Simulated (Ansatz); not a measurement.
# K2ZnI4: structures and their energies

4 relaxations of K2ZnI4 ended in 4 distinct structures. Level of theory: r2SCAN (plane waves to 500 eV, PAW, scalar-relativistic; Ansatz, a quantum-chemistry and plane-wave program).

| # | space group | Pearson | type | E − E(lowest) (eV/atom) | V (Å³/atom) | gap (eV, no SOC) | runs ending here |
|---|---|---|---|---|---|---|---|
| 1 | P2₁/m | mP14 | – | 0.000 | 42.05 | 3.71 | 1 |
| 2 | I-4 | tI14 | – | 0.035 | 43.67 | 3.90 | 1 |
| 3 | I4/mmm | tI14 | – | 0.344 | 50.66 | 1.14 | 1 |
| 4 | P3m1 | hP7 | – | 0.81 | 65.42 | 0.00 | 1 |

P2₁/m, mP14 is the lowest among the structures calculated here.

Space group P2₁/m (No. 11); a = 7.8373 Å, b = 8.1740 Å, c = 9.6752 Å, α = γ = 90.00°, β = 108.22°

```
atom  site  symmetry       x       y       z
----  ----  --------  ------  ------  ------
K       2e         m  0.2166  0.2500  0.5518
K       2e         m  0.2585  0.2500  0.0670
Zn      2e         m  0.2217  0.7500  0.3002
I       2e         m  0.5953  0.2500  0.4232
I       4f         1  0.0015  0.0012  0.2407
I       2e         m  0.4183  0.7500  0.1262
```

Each run could gain symmetry but not lose that of its start, so entries can be saddle points. From databases, or of a type measured for this composition: P2₁/m, mP14; the others are generated cells (placed on structure types, drawn at random, substituted or restacked) that were not matched to a known phase here. Energies are at zero temperature and pressure, without zero-point motion. The runs use different k-meshes, so differences are rounded accordingly. No spin polarisation in the result. Spin-orbit coupling is missing; with elements this heavy it can move band edges by tenths of an eV or more. Gaps of cells over 8 atoms come from the SCF mesh and high-symmetry points alone.
